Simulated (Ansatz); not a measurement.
## Two Ansatz runs on LiSc

The cell was built from the CsCl type and relaxed in the same program, and has space group Pm-3m; it needn't be a known or the stable phase.

First run: DFT, PBE, all-electron LAPW, scalar-relativistic (Ansatz 0.2.0).

Command: `ansatz run input.yaml --threads 1 --pin off --max-ram 2048MiB --backend cpu --events-out ev --progress --plain --runs-dir out` The run took 17 s on 1 thread of AMD EPYC (Zen 3), with other jobs on the host, peak memory 0.32 GiB.

```yaml
crystal:
  lattice:
    - [3.4865174366, 0.0, 0.0]
    - [0.0, 3.4865174366, 0.0]
    - [0.0, 0.0, 3.4865174366]
  atoms:
    - { symbol: Li, position: [0.0, 0.0, 0.0] }
    - { symbol: Sc, position: [0.5, 0.5, 0.5] }
kpoints:
  mp_grid: { grid: [11, 11, 11] }
scf:
  occupations: { method: fermi_dirac, width: 0.05 }
hamiltonian:
  xc: pbe
  pseudopotentials: { kind: all_electron, lapw: { basis_error: 0.0001 } }
output:
  forces: true
  stress: true
  eigenvalues: true
```

Result: converged; pressure 0.00 GPa; no gap on the k mesh; 6 SCF iterations.

A second run of a changed input logged this at its end:

```
   |
13 |   max_iter: 75
14 | hamiltonian:
15 |   xc: PBE-sol
   |       ^ hamiltonian.xc: unknown variant `PBE-sol`, expected one of `lda`, `lda-pw`, `pw92`, `pbe`, `pbesol`, `rpbe`, `revpbe`, `blyp`, `pbe0`, `revpbe0`, `b3lyp`, `b3lyp5`, `hse06`, `wpbeh`, `hiss`, `lc_wpbe`, `cam_b3lyp`, `hf`, `r2scan`, `r2scanh`, `r2scan0`, `r2scan50`, `mr2scan`
16 |   pseudopotentials: { kind: all_electron, lapw: { basis_error: 0.0001 }…
17 | output:
   |
```

Problem. What was wrong with the input?

Solution. An unknown functional, by this change (others could give a like log):
```diff
@@ -11,6 +11,7 @@
 scf:
   occupations: { method: fermi_dirac, width: 0.05 }
+  max_iter: 75
 hamiltonian:
-  xc: pbe
+  xc: PBE-sol
   pseudopotentials: { kind: all_electron, lapw: { basis_error: 0.0001 } }
 output:
```
